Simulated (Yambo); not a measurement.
Yambo run on a free-standing MoS$_{2}$ monolayer (symmetry P-6m2, slab cell 16.1 Å high). The wavefunctions are PBEsol (pw.x of Quantum ESPRESSO, ONCV potentials, with spin-orbit coupling) ones on a 6×6×1 mesh (26 occupied bands); a = b = 3.141 Å, c = 16.100 Å, α = β = 90.00°, γ = 120.00°.

Yambo input:

```
rim_cut
HF_and_locXC
RandQpts= 1000000
RandGvec= 2 Ry
CUTGeo= "slab z"
EXXRLvcs= 80 Ry
VXCRLvcs= 320 Ry
% QPkrange
 1 | 1 | 26 | 27 |
 4 | 4 | 26 | 27 |
 7 | 7 | 24 | 28 |
%
```

k points by index: 1 = Γ, 4 = M, 7 = K.

Resulting energies as the program prints them:

```
#    K-point    Band    Eo [eV]    Ehf [eV]    Vxc [eV]    Vnlxc [eV]
#
    1    26    -0.139990    -1.232217    -15.21559    -16.30782
    1    27    2.779496    7.130530    -15.52122    -11.17019
    4    26    -0.718480    -2.361114    -14.40679    -16.04943
    4    27    2.326174    7.279484    -18.58645    -13.63314
    7    24    -2.244417    -5.492045    -14.41510    -17.66273
    7    25    -0.144894    -0.794107    -16.36504    -17.01425
    7    26    0.000000    -0.495431    -16.21872    -16.71415
    7    27    1.730828    5.864611    -17.57100    -13.43722
    7    28    1.733641    5.931815    -17.55941    -13.36123
```
Exchange alone, without screening.

Geometry relaxed with PBEsol.
